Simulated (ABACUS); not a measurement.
A self-consistent single point of AlIn₂N₃ (Cmc2_1, 12 atoms in the cell; from Materials Project mp-1245824).

```xyz
12
Lattice="5.1481 -2.9629 0.0000 5.1481 2.9629 0.0000 0.0000 0.0000 5.5000" Properties=species:S:1:pos:R:3 pbc="T T T"
Al     5.1481     0.9408     5.4407
Al     5.1481    -0.9408     2.6907
In     6.8145    -1.9344     5.4292
In     3.4817     1.9344     2.6792
In     3.4817    -1.9344     5.4292
In     6.8145     1.9344     2.6792
N      6.7019    -1.8841     2.1210
N      3.5943     1.8841     4.8711
N      3.5943    -1.8841     2.1210
N      6.7019     1.8841     4.8711
N      5.1481     0.7784     1.8550
N      5.1481    -0.7784     4.6050
```

Level of theory: ABACUS 3.10.1 with PBE-D3(zero damping), numerical atomic orbitals DZP (confined pseudo-atomic orbitals with Gaussian additions; energy shift 0.003 Ry), PseudoDojo 0.5 standard norm-conserving PBE (tails mended) pseudopotentials.

ABACUS settings:

```
setting                                                               value
---------------  ----------------------------------------------------------
basis                  DZP numerical atomic orbitals, energy shift 0.003 Ry
KPT                                                 Gamma 5 5 4 0.5 0.5 0.5
basis_type                                                             lcao
dft_functional                                                          PBE
ecutwfc                                                              100 Ry
smearing_method                                                    gaussian
smearing_sigma                                                0.00146997 Ry
vdw_method                                                             d3_0
potentials       PseudoDojo 0.5 standard norm-conserving PBE (tails mended)
symmetry                                                                  1
symmetry_prec                                                         1e-05
ks_solver                                                           genelpa
scf_nmax                                                                100
scf_thr                                                             1.0e-07
mixing_type                                                         broyden
```

Results:

- Number of valence electrons: 88
- Number of bands: 54
- Number of k-points after the program's reduction: 18
- Size of the basis: 204
- Number of SCF iterations: 11
- Free energy E − TS: -9057.8023 eV
- Pressure: -0.59 GPa
- Dispersion energy: -1.954 eV

Stress (GPa, positive for compression):
```
-0.66   0.00   0.00
 0.00  -0.68   0.00
 0.00   0.00  -0.42
```

For comparison: a first run (DFT, PBE, numerical atomic orbitals DZP (confined pseudo-atomic orbitals with Gaussian additions; energy shift 0.003 Ry), PseudoDojo 0.5 standard norm-conserving PBE (tails mended) pseudopotentials) was changed to give this one (vdw_method: default → d3_0), and from it to this one the pressure goes from 1.72 to -0.59 GPa.

The atom-centred basis is finite, which shifts total energies and pressures against plane waves. The structure comes from a collection of computed structures, made at another level of theory; the collection holds predicted forms beside known ones.

Cost on one core: very roughly 100 core-seconds.

The atomic orbitals were generated for these runs; they are not ABACUS's published sets and were checked against plane waves on a few crystals only.

“Tails mended”: in these copies of the files the far tail of each local potential was reset to the Coulomb form.
